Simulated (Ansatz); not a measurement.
Space group Fd-3m:1 (No. 227). a = 6.055 Å, b = 6.055 Å, c = 6.055 Å, α = 90.00°, β = 90.00°, γ = 90.00°
```tsv
atom	site	symmetry	x	y	z
Li	8b	-43m	0.0000	0.0000	0.5000
Zn	8a	-43m	0.5000	0.0000	0.5000
```

Equation of state of this LiZn structure (not necessarily the ground state), with shape and atoms relaxed at each volume where symmetry leaves them free. It has no gap at any of these volumes. Level of theory: DFT PBEsol, scalar-relativistic, plane waves, PAW (Ansatz).

Cutoff 420 eV; k points 12×12×12 on the computed 4-atom cell (Γ-centred); Gaussian smearing, width 0.10 eV; no spin polarisation.

```csv
V (Å³/atom),E − E(largest V) (meV/atom),P (GPa)
12.207,20.22,8.13
12.624,2.51,5.57
13.040,-9.08,3.40
13.456,-15.46,1.56
13.872,-17.43,0.00
14.288,-15.65,-1.33
14.704,-10.70,-2.45
15.259,0.00,-3.68
```

Problem. Fit a third-order Birch–Murnaghan equation to E(V).

Solution. V0 = 13.87 Å³/atom, B0 = 48 GPa, B0' = 4.5.

Cost: 8 runs of about 0.77 core-minutes in all, on Arm Neoverse V1 (shared hosts).